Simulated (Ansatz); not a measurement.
A distorted cell of W (bcc, W type):

```
CELL_PARAMETERS angstrom
     -3.18352     3.18352     3.18352
      0.00000     0.00000     3.18352
      0.00000     3.18352     0.00000
ATOMIC_POSITIONS crystal
  W  0.00000 0.03141 0.00000
  W  0.50000 0.96859 0.00000
```

Method: PBE (plane waves to 420 eV, PAW, scalar-relativistic; Ansatz, a program for electronic structure). k mesh 20×20×20 (Γ-centred), Fermi-Dirac smearing 0.05 eV. Stress and pressure are positive under compression. With partly filled bands, energies and forces of such displacements shift with the k mesh and the smearing. Spin-orbit coupling is left out, though W is heavy. W is run without spin polarisation. W was relaxed with its symmetry unable to fall.

Problem. Predict the force on every atom, in eV/Å.

Solution. 
```tsv
atom	Fx	Fy	Fz
W1	0.000	0.000	-2.039
W2	0.000	0.000	2.039
```

Problem. Give the stress tensor in GPa and the pressure.

Solution. 
```
    4.5      0.0      0.0
    0.0      4.5      0.0
    0.0      0.0      2.5
```
The pressure, a third of the trace, is 3.8 GPa.

(For displaced atoms, the force is minus the slope of the energy, and its curvature is a force constant, which sets phonon frequencies.)
